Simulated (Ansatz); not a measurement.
GeI₂:
```
CELL_PARAMETERS angstrom
      4.14701     0.00000     0.00000
     -2.07351     3.59142     0.00000
      0.00000     0.00000     6.64495
ATOMIC_POSITIONS crystal
  Ge 0.00000 0.00000 0.00000
  I  0.33333 0.66667 0.25962
  I  0.66667 0.33333 0.74038
```

Relaxed with LDA. Special points in fractions of this cell's reciprocal vectors: Γ (0.000, 0.000, 0.000); M (0.500, 0.000, 0.000); K (0.333, 0.333, 0.000); A (0.000, 0.000, 0.500); L (0.500, 0.000, 0.500); H (0.333, 0.333, 0.500).

List the band energies nearest the valence-band maximum at these points for LDA (plane waves, PAW; program Ansatz).

In eV from the valence-band maximum; about four levels below and three above (degenerate sets whole), none deeper than 8.9 eV; points with the same levels are listed once.

```tsv
k	below	above
Γ	-1.34 -1.34 -1.25 -1.25 -1.12	2.04 2.59 2.59
M	-2.86 -2.43 -1.19 -0.70	2.28 3.05 4.27
K	-3.44 -2.44 -2.44 -1.08	4.10 4.10 4.30
A	-1.48 -1.48 -1.05 -1.05 0.00	1.73 2.35 2.35
L	-2.55 -1.98 -1.63 -1.21	2.72 3.06 3.67
H	-3.84 -1.29 -1.29 -0.19	2.74 2.74 3.44
```

Space group P-3m1 (CdI2 type). The workflow started from an entry of the Crystallography Open Database (COD), which files this formula under 2 space groups. Its standing as an ambient phase is unchecked. The LDA relaxation kept the symmetry of its start; of distortions, only those at the zone centre were tested. A crystal of weakly bound layers computed without a dispersion correction: the cell and the soft elastic constants depend strongly on that. Spin–orbit coupling is left out wherever it is not named.

Potentials: the later of the program's two PAW sets.
